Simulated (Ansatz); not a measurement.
SrTl:
```
CELL_PARAMETERS angstrom
      4.06779     0.00000     0.00000
      0.00000     4.06779     0.00000
      0.00000     0.00000     4.06779
ATOMIC_POSITIONS crystal
  Sr 0.00000 0.00000 0.00000
  Tl 0.50000 0.50000 0.50000
```

Relaxed with r²SCAN. Special points in fractions of this cell's reciprocal vectors: Γ (0.000, 0.000, 0.000); X (0.000, 0.500, 0.000); M (0.500, 0.500, 0.000); R (0.500, 0.500, 0.500).

List the band energies nearest the Fermi level at these points for r²SCAN in the plane-wave PAW code Ansatz.

In eV from the Fermi level; about four levels below and three above (degenerate sets whole), none deeper than 8.9 eV; points with the same levels are listed once.

```json
[
 {"k": "Γ", "below": "-8.26", "above": "1.49 1.49 2.87 2.87 2.87"},
 {"k": "X", "below": "-6.76 -3.03", "above": "1.74 1.74 1.94"},
 {"k": "M", "below": "-6.26 -1.01 -1.01", "above": "1.28 3.99 3.99"},
 {"k": "R", "below": "-4.95 -1.54 -1.54 -1.54", "above": "4.61 4.61 4.61"}
]
```

Space group Pm-3m (CsCl type). The workflow started from a Materials Project entry (that database holds measured and hypothetical structures alike); the Crystallography Open Database files this formula in space group No. 221, but the cells were not matched. Its standing as an ambient phase is unchecked. The r²SCAN relaxation kept the symmetry of its start; its stability against distortions is not shown here. Scalar-relativistic: spin–orbit coupling is off unless named, which matters more the heavier the elements.

Potentials: the later of the program's two PAW sets.
